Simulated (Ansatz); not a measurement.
Given:

CaO:
```xyz
2
Lattice="0.0000 2.3990 2.3990 2.3990 0.0000 2.3990 2.3990 2.3990 0.0000" Properties=species:S:1:pos:R:3 pbc="T T T"
Ca     0.0000     0.0000     0.0000
O      2.3990     2.3990     2.3990
```

This is the HSE06-relaxed structure.

**Question.** All from plane-wave PAW HSE06 (Ansatz code), unless another level is named. Give the smallest direct gap on the standard path.

**Answer.** 5.73 eV.

**Question.** What about the band gap?

**Answer.** 5.31 eV (indirect).

**Question.** Predict the valence-band maximum.

**Answer.** at Γ.

**Question.** What about the conduction-band minimum?

**Answer.** at X (3 equivalent valleys).

Space group Fm-3m (rock salt). The cell was relaxed with HSE06 under the symmetry of its start. The hybrid was solved on a coarse mesh, the path and, where they were found, the r²SCAN edge points; its band edges are the extreme levels among these.

Potentials: the earlier of the program's two PAW sets.
